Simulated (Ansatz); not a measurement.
Starting cell, Ta (bcc, W type):

```
Ta
1.0
   -3.30510     3.30510     3.30510
    1.65255    -1.65255     1.65255
    1.65255     1.65255    -1.65255
Ta
2
Direct
  0.00000   0.00000   0.00000
  0.50000   0.00000   0.00000
```

A phonon eigenvector at N = (0.5, 0.0, 0.0) is frozen into this cell: atom i moves by Q times the vector below, so Q is the largest atomic displacement, in Å. The cell is held. (q is in reciprocal vectors of the primitive cell; the cell shown is doubled to hold the pattern.)

```json
[
 {"atom": "Ta1", "x": "0.000", "y": "0.707", "z": "-0.707"},
 {"atom": "Ta2", "x": "0.000", "y": "-0.707", "z": "0.707"}
]
```

These are r2SCAN (plane waves to 500 eV, PAW, scalar-relativistic; Ansatz, a quantum-chemistry and plane-wave program) values and carry that method's errors. k mesh 10×20×20 (Γ-centred), Fermi-Dirac smearing 0.05 eV. E stands for the smeared free energy. With partly filled bands, energies and forces of such displacements shift with the k mesh and the smearing. Spin-orbit coupling is left out, though Ta is heavy. Ta is run without spin polarisation. Ta was relaxed with its symmetry unable to fall. The PAW data are Ansatz's earlier set. The zero of ΔE is the undisplaced structure. The last digit holds for this mesh only.

```json
[
 {"Q (Å)": "-0.2800", "ΔE (meV/cell)": "388.3"},
 {"Q (Å)": "-0.2333", "ΔE (meV/cell)": "279.5"},
 {"Q (Å)": "-0.1867", "ΔE (meV/cell)": "184.3"},
 {"Q (Å)": "-0.1400", "ΔE (meV/cell)": "108.1"},
 {"Q (Å)": "-0.0933", "ΔE (meV/cell)": "withheld"},
 {"Q (Å)": "-0.0467", "ΔE (meV/cell)": "12.4"},
 {"Q (Å)": "0.0000", "ΔE (meV/cell)": "0.0"},
 {"Q (Å)": "0.0467", "ΔE (meV/cell)": "12.4"},
 {"Q (Å)": "0.0933", "ΔE (meV/cell)": "withheld"},
 {"Q (Å)": "0.1400", "ΔE (meV/cell)": "108.1"},
 {"Q (Å)": "0.1867", "ΔE (meV/cell)": "184.3"},
 {"Q (Å)": "0.2333", "ΔE (meV/cell)": "279.5"},
 {"Q (Å)": "0.2800", "ΔE (meV/cell)": "388.3"}
]
```

**Question.** Fit an even polynomial form (powers 2, 4, 6) to the given rows and predict ΔE at Q = -0.0933.

**Answer.** Least squares on the 11 given rows: ΔE = (5736)·Q² + (-13940)·Q⁴ + (50520)·Q⁶, in meV/cell with Q in Å; root-mean-square residual 0.49 meV/cell. At -0.0933 the fit gives 48.9 meV/cell; the calculation gives 49.3 meV/cell, so the interpolation is off by -0.4 (-0.8 %). The quadratic term alone would give 49.9 meV/cell.

(For displaced atoms, the force is minus the slope of the energy, and its curvature is a force constant, which sets phonon frequencies.)
